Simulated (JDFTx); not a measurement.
Ag(111) slab cut from bulk Ag (space group Fm-3m, indices of the conventional cell, lattice of the Materials Project entry mp-124, not re-optimised): 3 atoms in 3 planes, a 1x1 cell of 7.29 Å² (|a| = 2.902, |b| = 2.902 Å), 4.8 Å between the outermost planes, cell height 20.7 Å, 8×8×1 k mesh, Fermi smearing 0.01 Ha, no spin polarisation.

All numbers are PBE, GBRV ultrasoft potentials, plane waves to 20/100 Ha results from a modified build of JDFTx, not measurements. Liquid on both sides: CANDLE, acetonitrile, 1 M KCl; nuclei fixed. On the negative side CANDLE's cavity feels the periodic box, so those points shift with the cell height.

Charging data:

```
U − U_pzc (V)  σ (μC/cm²)
-------------  ----------
-0.28               -2.41
0.00                 0.00
0.62                 6.18
```

Working it through: a check of Lippmann's equation. The grand free energy per area against the neutral slab, Δγ = [F(N) − F(N₀) − μ(N − N₀)]/2A, is taken from the total energies of the same runs.

```tsv
U − U_pzc (V)	Δγ (mJ/m²)
-0.28	-3.5
0.00	0.0
0.62	-19.1
```

Δγ is largest at zero charge and falls away from it, as dγ/dU = −σ demands. At 0.62 V the computed -19.1 mJ/m² stands beside -19.2 mJ/m² from the constant-capacitance formula.
